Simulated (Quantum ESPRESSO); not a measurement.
# Kohn-Sham bands of Rh (fcc (Cu type))

```
Rh
1.0
    0.00000     1.90298     1.90298
    1.90298     0.00000     1.90298
    1.90298     1.90298     0.00000
Rh
1
Cartesian
  0.00000   0.00000   0.00000
```

Materials Project entry mp-74; symmetrised, unrelaxed at this level. This is the element's usual structure. Method: PBEsol plane waves in Quantum ESPRESSO 7.5 (PseudoDojo norm-conserving files, 71 Ry, spinors with spin-orbit coupling), Bloch states on a 10×10×10 mesh through Γ, Wannier90 4.0.1. Density: 18×18×18 mesh, cold smearing 0.01 Ry.

### Question
List the Kohn-Sham levels between −8 and 3.0 eV relative to the Fermi level at the high-symmetry points, as a band run of pw.x on that density gives them (levels within 2 meV counted together).

### Answer
```csv
point,k (reciprocal lattice),levels (eV)
Γ,0.000 0.000 0.000,"-3.21 (×4), -2.96 (×2), -0.99 (×4)"
X,0.500 0.000 0.500,"-6.36 (×2), -6.00 (×2), 0.50 (×2), 0.86 (×2), 1.11 (×2)"
U,0.625 0.250 0.625,"-5.56 (×2), -4.81 (×2), -2.12 (×2), -0.70 (×2), 0.37 (×2)"
K,0.375 0.375 0.750,"-5.56 (×2), -4.81 (×2), -2.12 (×2), -0.70 (×2), 0.37 (×2)"
L,0.500 0.500 0.500,"-6.18 (×2), -3.33 (×2), -3.05 (×2), 0.47 (×2), 0.61 (×2), 0.65 (×2)"
W,0.500 0.250 0.750,"-5.06 (×2), -3.88 (×2), -3.83 (×2), -1.21 (×2), 0.97 (×2)"
```
